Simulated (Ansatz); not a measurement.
Level of theory: DFT PBE, scalar-relativistic, plane waves, PAW in Ansatz. The final run on the 6-atom cell used 420 eV, a Γ-centred 6×6×6 mesh, 0.10 eV smearing and no spin polarisation.

The zero of energy is the elements' standard structures at the same level; no fitted shifts are applied.

Task: Find a candidate tetragonal metal with formula MgTe5, with a formation energy near −0.15 eV/atom and about 36 Å³ per atom, in a cell of 6 atoms. Its symmetry should be P4/mmm (No. 123).

Result: MgTe5, space group P4/mmm (No. 123). Mg is surrounded by 6 Te at 3.01 Å; around Te on a site of symmetry 4/mmm lie 2 Mg at 3.01 Å and 4 Te at 3.01 Å; around Te on a site of symmetry mmm lie 2 Te at 3.01 Å and 2 Mg at 3.01 Å; Te on a second site of symmetry mmm is surrounded by 4 Te at 3.01 Å.

```cif
data_structure
_symmetry_space_group_name_H-M 'P4/mmm'
_symmetry_Int_Tables_number 123
_cell_length_a 6.0169
_cell_length_b 6.0169
_cell_length_c 6.0146
_cell_angle_alpha 90.000
_cell_angle_beta 90.000
_cell_angle_gamma 90.000
_cell_volume 217.75
loop_
_atom_site_label
_atom_site_type_symbol
_atom_site_symmetry_multiplicity
_atom_site_Wyckoff_symbol
_atom_site_fract_x
_atom_site_fract_y
_atom_site_fract_z
_atom_site_occupancy
Mg1 Mg 1 b 0.00000 0.00000 0.50000 1
Te1 Te 1 a 0.00000 0.00000 0.00000 1
Te2 Te 2 e 0.00000 0.50000 0.50000 1
Te3 Te 2 f 0.00000 0.50000 0.00000 1
```

- Volume per atom: 36.29 Å³
- Density: 5.05 g/cm³
- Energy over the elements: −0.15 eV/atom
- Gap on the 6×6×6 mesh of the 6-atom cell: 0 eV (a metal)

It was reached by relaxing an invented guess, and it needn't be the stable form of this composition. Other answers may fit too; this one was computed.

Spin–orbit coupling, which can matter for Te, is left out. The reference form of Te is held partly by dispersion forces, which this level lacks. Symmetry constrained the relaxation, so the result can be a saddle point.
